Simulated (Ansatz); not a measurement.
ZnS (NiAs type, P6_3/mmc), a = b = 3.5650 Å, c = 5.8165 Å, α = β = 90.00°, γ = 120.00°.

Relaxed with PBEsol. Plane-wave PAW PBEsol (Ansatz code) gives a gap of 0.28 eV.

Problem. What gap does HSE06 give on the same cell (Ansatz, PAW)?

Solution. 1.49 eV, 1.22 eV more. The hybrid was solved on a coarser mesh and at special points; its gap is the smallest among all of these.

```
k  v1 PBEsol  c1 PBEsol  v1 HSE06  c1 HSE06
-  ---------  ---------  --------  --------
Γ      -0.12       1.65       [?]       [?]
A      -0.39       3.68     -0.40      4.95
K      -2.60       0.28     -2.76      1.49
H      -0.40       3.73       [?]       [?]
M      -0.10       2.58       [?]       [?]
L      -1.59       2.02       [?]       [?]
```

Problem. Top valence (v1) and lowest conduction level (c1) in eV from each method's valence maximum (which need not be a listed point): supply the withheld HSE06 values.

Solution. 
- Γ, v1 HSE06: -0.16
- Γ, c1 HSE06: 2.98
- L, v1 HSE06: -1.68
- L, c1 HSE06: 3.23
- H, v1 HSE06: -0.45
- H, c1 HSE06: 5.11
- M, v1 HSE06: -0.14
- M, c1 HSE06: 3.71

Cost on shared cores: the PBEsol run (SCF on a 9×9×5 mesh, then bands and DOS) around 21 core-seconds (rough), the HSE06 run (SCF on 7×7×4, then a few points) about 5 core-minutes (a rough figure); the tasks are unlike.

The start of the workflow was typed in or built on a structure type; neither database checked (COD, Materials Project) lists it. It is not the phase usual at ambient conditions (space group No. 186, 216). The PBEsol relaxation kept the symmetry of its start; phonons on a q-mesh show weakly imaginary modes.

Potentials: the later of the program's two PAW sets.
